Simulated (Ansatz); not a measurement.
Fields on a plane of SnS (space group Cmcm)

```
SnS
1.0
    2.00177    -5.58832     0.00000
    2.00177     5.58832     0.00000
    0.00000     0.00000     4.00001
Sn S
2 2
Direct
  0.87761   0.12239   0.75000
  0.12239   0.87761   0.25000
  0.64720   0.35280   0.75000
  0.35280   0.64720   0.25000
```

The slice is a (130) plane (indices of the conventional cell) through the point (0.353, 0.647, 0.250) (fractional), spanned by u = [001] and v = [210] in vectors of this cell: u (4.00 Å) and v (8.20 Å, at 90° to u). It covers one period; positions are fractions (u, v).

Atoms on it: S at (0.00, 0.00). Other atoms lie within 1 Å of the plane.

Level of theory: LDA (plane waves to 420 eV, PAW, scalar-relativistic; Ansatz, an electronic-structure program). k mesh 9×9×8. Inside the PAW spheres the values are not all-electron values, and peaks at nuclei hang on which shells count as valence. At this level the bands of SnS touch or barely overlap. SnS was relaxed with its symmetry unable to fall. This is one of several known forms of SnS; the measured ambient cells at hand have space group No. 62.

```tsv
v \ u	0.00	0.10	0.20	0.30	0.40	0.50	0.60	0.70	0.80	0.90
0.90	0.83	0.82	0.69	0.32	0.12	0.09	0.12	0.32	0.69	0.82
0.80	0.17	0.13	0.09	0.15	0.32	0.40	0.32	0.15	0.09	0.13
0.70	0.04	0.11	0.47	0.77	0.83	0.81	0.83	0.77	0.47	0.11
0.60	0.11	0.18	0.59	0.85	0.75	x	0.75	0.85	0.59	0.18
0.50	0.35	0.32	0.28	0.41	0.67	0.75	0.67	0.41	0.28	0.32
0.40	0.41	0.42	0.39	0.25	0.10	0.07	0.10	0.25	0.39	0.42
0.30	0.51	0.45	0.29	0.27	0.41	0.48	0.41	0.27	0.29	0.45
0.20	0.12	0.12	0.15	0.31	0.40	0.41	0.40	0.31	0.15	0.12
0.10	0.87	0.86	0.72	0.33	0.21	0.23	0.21	0.33	0.72	0.86
0.00	x	x	0.85	0.68	0.20	0.07	0.20	0.68	0.85	x
```

Values: electron localisation function (ELF). Points within 0.5 Å of a nucleus are blanked (x), as the pseudised field means little there.

```
|xxxxxx##@@@@@@##xxxx|
|xxxx++%%%%%%%%%%++xx|
|####%%%%%%##%%%%%%##|
|@@@@@@@@######@@@@@@|
|@@@@@@##==..==##@@@@|
|@@@@%%::xxxxxx::%%@@|
|@@@@##xxxxxxxxxx##@@|
|%%%%##xxxxxxxxxx##%%|
|--==**--xxxxxx--**==|
|    --****++****--  |
|xxxx  **@@@@@@**  xx|
|xxxx  **@@@@@@**  xx|
|    ==##%%%%%%##==  |
|++**####******####**|
|%%%%%%**==::==**%%%%|
|@@@@%%**::  ::**%%@@|
|##%%%%**==::==**%%%%|
|xxxx++##******##++xx|
|xxxxxx##%%%%%%##xxxx|
|xxxxxx**@@@@@@**xxxx|
```
Scale: ten equal steps from -3.00 (start of ' ') to 5.96 (end of '@'), in the order ' .:-=+*#%@'. Values: electrostatic potential energy of an electron, from the cell's mean, in eV. The map has 10 points along u (two characters each, u = 0 at the left) and 20 along v (v = 0 in the bottom row). Points within 1 Å of a nucleus are blanked (x), as the pseudised field means little there. Values under -3 eV are set to -3. The zero, the cell's mean, hangs on the PAW cores.
